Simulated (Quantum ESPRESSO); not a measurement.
# Kohn-Sham bands of ScF₃ (R32)

```yaml
crystal:
  lattice:
    - [2.85684, 1.64940, 2.33115]
    - [-2.85684, 1.64940, 2.33115]
    - [0.00000, -3.29879, 2.33115]
  atoms:
    - { symbol: Sc, position: [0.00000, 0.00000, 0.00000] }
    - { symbol: F, position: [0.50000, 0.00193, 0.99807] }
    - { symbol: F, position: [0.99807, 0.50000, 0.00193] }
    - { symbol: F, position: [0.00193, 0.99807, 0.50000] }
```

Cell from Materials Project (mp-10694), symmetrised, no further relaxation. COD (Crystallography Open Database) has the formula in 4 space groups, this one among them (matched by group alone). The atoms lie within 0.1 Å of the higher space group Pm-3m. Method: LDA plane waves in Quantum ESPRESSO 7.5 (PseudoDojo norm-conserving files, 68 Ry, no spin polarisation, no spin-orbit coupling), Bloch states on a 8×8×8 mesh through Γ, Wannier90 4.0.1. Density: 8×8×8 mesh, cold smearing 0.01 Ry.

List the Kohn-Sham levels between −8 and 9.1 eV relative to the valence-band maximum at the high-symmetry points, as a band run of pw.x on that density gives them (levels within 2 meV counted together).


```json
[
 {"point": "Γ", "k (reciprocal lattice)": "0.000 0.000 0.000", "levels (eV)": "-1.76 (×3), -0.57 (×3), -0.55 (×2), -0.55, 6.14 (×3), 7.61, 7.83 (×2)"},
 {"point": "L", "k (reciprocal lattice)": "0.500 0.000 0.000", "levels (eV)": "-3.07, -1.56 (×2), -1.22, -1.13 (×2), -0.69, -0.55, -0.54, 6.18, 7.02 (×2), 7.85, 9.01"},
 {"point": "T", "k (reciprocal lattice)": "0.500 -0.500 0.500", "levels (eV)": "-3.14, -3.00 (×2), -2.22 (×3), 0.00 (×3), 7.72 (×3)"},
 {"point": "P_0", "k (reciprocal lattice)": "0.500 -0.500 0.500", "levels (eV)": "-3.14, -3.00 (×2), -2.22 (×3), 0.00 (×3), 7.72 (×3)"},
 {"point": "P_2", "k (reciprocal lattice)": "0.500 0.500 0.500", "levels (eV)": "-3.14, -3.00 (×2), -2.22 (×3), 0.00 (×3), 7.72 (×3)"},
 {"point": "F", "k (reciprocal lattice)": "0.500 -0.500 0.000", "levels (eV)": "-3.11, -3.01, -2.27, -1.36, -1.11 (×2), -0.93 (×2), -0.01, 7.05 (×2), 7.68, 8.48"}
]
```
